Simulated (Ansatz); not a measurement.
Sr$_{3}$Ru$_{2}$O$_{7}$ (space group I4/mmm)

```
CELL_PARAMETERS angstrom
     -1.90440     1.90440    10.21284
      1.90440    -1.90440    10.21284
      1.90440     1.90440   -10.21284
ATOMIC_POSITIONS crystal
  Sr 0.50000 0.50000 0.00000
  Sr 0.68632 0.68632 0.00000
  Sr 0.31368 0.31368 0.00000
  Ru 0.09883 0.09883 0.00000
  Ru 0.90117 0.90117 0.00000
  O  0.90219 0.40219 0.50000
  O  0.09781 0.59781 0.50000
  O  0.40219 0.90219 0.50000
  O  0.59781 0.09781 0.50000
  O  0.80291 0.80291 0.00000
  O  0.19709 0.19709 0.00000
  O  0.00000 0.00000 0.00000
```

The slice is a (001) plane (indices of the conventional cell) through the point (0.000, 0.000, 0.000) (fractional), spanned by u = [101] and v = [011] in vectors of this cell: u (3.81 Å) and v (3.81 Å, at 90° to u). It covers one period; positions are fractions (u, v).

Method: LDA (plane waves to 420 eV, PAW, scalar-relativistic; Ansatz, a program for electronic structure). k mesh 14×14×14. These are valence fields of a PAW run, semicore shells included where kept as valence: close to a nucleus they are smooth pseudo fields. Sr3Ru2O7 is run without spin polarisation and with no Hubbard U. Sr3Ru2O7 was relaxed with its symmetry unable to fall.

Question: Sketch the valence electron density on this plane as a map.

Answer: 
```
|@@@%#*+=-:.       .:-=+*#%@@|
|@@@%#*+=-:..     ..:-=+*#%@@|
|%%%#*+=-::...   ...::-=+*#%%|
|###*++=-::.........::-=++*##|
|***++=--:::::::::::::--=++**|
|+++==--:::---===---:::--==++|
|===---::--==+++++==--::---==|
|---::::--=++*****++=--::::--|
|:::::::-=+**#####**+=-::::::|
|.....:-=+**#######**+=-:....|
|  ...:-=+*##%%%%%##*+=-:... |
|   ..:-+*##%%###%%##*+-:..  |
|    .:=+*##%##*##%##*+=:.   |
|    .:=+*##%#***#%##*+=:.   |
|    .:=+*##%##*##%##*+=:.   |
|   ..:-+*##%%###%%##*+-:..  |
|  ...:-=+*##%%%%%##*+=-:... |
|.....:-=+**#######**+=-:....|
|:::::::-=+**#####**+=-::::::|
|---::::--=++*****++=--::::--|
|===---::--==+++++==--::---==|
|+++==--:::---===---:::--==++|
|***++=--:::::::::::::--=++**|
|###*++=-::.........::-=++*##|
|%%%#*+=-::...   ...::-=+*#%%|
|@@@%#*+=-:..     ..:-=+*#%@@|
|@@@%#*+=-:.       .:-=+*#%@@|
|@@@%#*+=-:.       .:-=+*#%@@|
```
Scale: ten equal steps from -1.41 (start of ' ') to 0.88 (end of '@'), in the order ' .:-=+*#%@'. Values: log₁₀ of the valence density in e/Å³. The map has 28 points along u (one character each, u = 0 at the left) and 28 along v (v = 0 in the bottom row). The scale is logarithmic, as a density can span decades between atoms and voids.
